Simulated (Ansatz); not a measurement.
TiBr$_{2}$:
```yaml
crystal:
  lattice:
    - [3.81130, 0.00000, 0.00000]
    - [0.00000, 6.59788, 0.00000]
    - [0.00000, 0.00000, 32.00000]
  atoms:
    - { symbol: Br, position: [0.00000, 0.66431, 0.54806] }
    - { symbol: Br, position: [0.50000, 0.83569, 0.45194] }
    - { symbol: Ti, position: [0.00000, 0.00000, 0.50000] }
    - { symbol: Br, position: [0.50000, 0.16431, 0.54806] }
    - { symbol: Br, position: [0.00000, 0.33569, 0.45194] }
    - { symbol: Ti, position: [0.50000, 0.50000, 0.50000] }
```
The run is spin-polarised.
The layer is periodic in x and y and isolated along z.

Relaxed with r²SCAN+D4.

Task: All from r²SCAN+D4 (plane waves, PAW; program Ansatz), unless another level is named. Give the net moment.

Result: 0.00 μB per atom.

Task: Predict the magnetic order.

Result: antiferromagnetic.

Space group C2/m. The layer was cut from a bulk entry of the Crystallography Open Database; whether that bulk phase is the ambient one, and whether the layer has been isolated, was not checked. The r²SCAN+D4 relaxation kept the symmetry of its start, as lowered by the spin order; its stability against distortions is not shown here. Magnetic state: antiferromagnetic, chosen from 2 collinear starts compared on coarse meshes (ties went to the first, and starts can fall back to one state), not a proven ground state. Other orbital occupations within this spin state were not tried. No Hubbard U is applied.

Potentials: the later of the program's two PAW sets.
